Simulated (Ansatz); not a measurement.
All numbers below come from DFT PBE, scalar-relativistic, plane waves, PAW (Ansatz). All cells share a 420 eV cutoff and Γ-centred k meshes spaced at most about 0.3 Å⁻¹ (about 0.25 or finer for metals, 2π included). No spin polarisation in the final relaxations.

Temperature and zero-point effects are left out.

Two forms of TiW2 were relaxed alike.

A.

Space group P-62m (No. 189). a = 4.803 Å, b = 4.803 Å, c = 4.961 Å, α = 90.00°, β = 90.00°, γ = 120.00°
| atom | site | symmetry | x | y | z |
| --- | --- | --- | --- | --- | --- |
| Ti | 2c | -6.. | 0.3333 | 0.6667 | 0.0000 |
| W | 1a | -62m | 0.0000 | 0.0000 | 0.0000 |
| W | 3g | m2m | 0.6660 | 0.6660 | 0.5000 |

B.

Space group P-3m1 (No. 164). a = 4.486 Å, b = 4.486 Å, c = 2.772 Å, α = 90.00°, β = 90.00°, γ = 120.00°
```tsv
atom	site	symmetry	x	y	z
Ti	1a	-3m.	0.0000	0.0000	0.0000
W	2d	3m.	0.3333	0.6667	0.3490
```

Task: Which is lower in energy, and by how much?

Result: B is lower, by 0.42 eV/atom. A has Ti and W ordered on hcp sites, space group P-62m (No. 189), 16.5 Å³/atom and no gap on its mesh; B has Ti and W ordered on bcc sites, space group P-3m1 (No. 164), 16.1 Å³/atom and no gap. Counting all near atoms (those within 1.25 times the shortest distance at each site; a plus sign parts nearer from farther groups), A has Ti 12, W 12 and B has Ti 8+6, W 8+6. Both come from invented guesses.

These runs have no spin–orbit coupling, which can matter for W. Cells relaxed within their symmetry can be saddle points.
